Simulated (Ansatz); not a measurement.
Property card for Mg

Mg:
```
Mg
1.0
    1.59122     0.91869     7.71098
   -1.59122     0.91869     7.71098
    0.00000    -1.83738     7.71098
Mg
3
Direct
  0.00000   0.00000   0.00000
  0.22204   0.22204   0.22204
  0.77796   0.77796   0.77796
```

Space group R-3m (No. 166), 9R (Sm type); conventional cell a = b = 3.182 Å, c = 23.133 Å, α = β = 90.00°, γ = 120.00°.

Method: DFT-PBEsol in the program Ansatz with PAW potentials. The cell and atoms are relaxed at this level. Other levels are named where they apply.

### Cell and energy

```yaml
volume_per_atom: 22.54 Å³
density: 1.79 g/cm³
```

### Electronic structure

```yaml
electronic_character: metallic (no gap)
Density of states at the Fermi level: 0.43 states/eV per atom (mean over ±0.08 eV)
```

### Mechanics

```yaml
Bulk modulus (Birch–Murnaghan fit): 37.2 GPa
Pressure derivative B′: 4.0
Elastic constants (relaxed ions, GPa): C11 = 65.2, C12 = 25.4, C13 = 20.7, C14 = 0.3, C33 = 71.3, C44 = 19.6
mechanical_stability: stable (all eigenvalues of C positive)
hill_bulk_and_shear_moduli: 37.2 and 20.7 GPa
Young's modulus: 52.4 GPa
Poisson's ratio: 0.27
debye_temperature_from_the_elastic_constants: 399 K
```

### Phonons

```yaml
highest_zone_centre_frequency: 222 cm⁻¹
zone_centre_stability: no imaginary mode at Γ
```

The first step of the workflow began from a Materials Project structure, measured or hypothetical; the Crystallography Open Database copy checked does not list it. It is not the phase usual at ambient conditions (space group No. 194). The cell was relaxed with PBEsol under the symmetry of its start. As this level gives no gap, shear constants depend on the k-mesh and smearing (Fermi–Dirac, 0.1 eV here). As this level gives no gap, phonon frequencies hold no LO–TO term and depend on the k-mesh and smearing (Fermi–Dirac, 0.1 eV here). Axis ratios of metals converge slowly with the k-mesh, so a and c are less sure than the volume.

Potentials: the earlier of the program's two PAW sets.
